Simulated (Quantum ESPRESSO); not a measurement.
# ZrO2: field gradients at the nuclei

```yaml
crystal:
  lattice:
    - [5.28340, 0.00000, 0.00000]
    - [0.00000, 5.07467, 0.00000]
    - [0.00000, 0.00000, 5.10111]
  atoms:
    - { symbol: Zr, position: [0.03027, 0.73354, 0.74906] }
    - { symbol: Zr, position: [0.96973, 0.26646, 0.24906] }
    - { symbol: Zr, position: [0.46973, 0.73354, 0.24906] }
    - { symbol: Zr, position: [0.53027, 0.26646, 0.74906] }
    - { symbol: O, position: [0.22988, 0.46330, 0.50084] }
    - { symbol: O, position: [0.77012, 0.53670, 0.00084] }
    - { symbol: O, position: [0.27012, 0.46330, 0.00084] }
    - { symbol: O, position: [0.72988, 0.53670, 0.50084] }
    - { symbol: O, position: [0.36503, 0.93264, 0.60611] }
    - { symbol: O, position: [0.63497, 0.06736, 0.10611] }
    - { symbol: O, position: [0.13497, 0.93264, 0.10611] }
    - { symbol: O, position: [0.86503, 0.06736, 0.60611] }
```
Geometry: a computed entry of the Materials Project; it was not checked against measured cells. It is ZrO2 in Pca2₁; whether this form has been observed was not checked. Stability against distortions was not tested. The run has no spin polarisation.

Computed: field gradients by PBE PAW (JTH datasets; density from pw.x of a modified build of Quantum ESPRESSO, gradients reconstructed from it by a script), 22.5 Ha, k-mesh 4×5×5 through Γ.

| site | site symmetry | Vzz (a.u.) | η_Q | ∣C_Q∣ (MHz) |
|---|---|---|---|---|
| Zr (atoms 1, 2, 3, 4) | 1 | -0.417 | 0.86 | 17.2 (⁹¹Zr) |
| O1 (atoms 5, 6, 7, 8) | 1 | 0.209 | 0.13 | 1.26 (¹⁷O) |
| O2 (atoms 9, 10, 11, 12) | 1 | -0.247 | 0.68 | 1.49 (¹⁷O) |

Quadrupole moments taken as inputs (sizes, barn, from the tables of PySCF and pymatgen): ⁹¹Zr 0.176, ¹⁷O 0.0256.

Convention: |Vzz| is the largest principal value, η_Q = (Vxx − Vyy)/Vzz, |C_Q| = |eQVzz/h|. Cores are frozen. Against all-electron runs on small test molecules, this scheme's |Vzz| missed by −2 to +6 % on O. Zr had no test against all-electron runs. The structure is static (0 K, no zero-point motion).
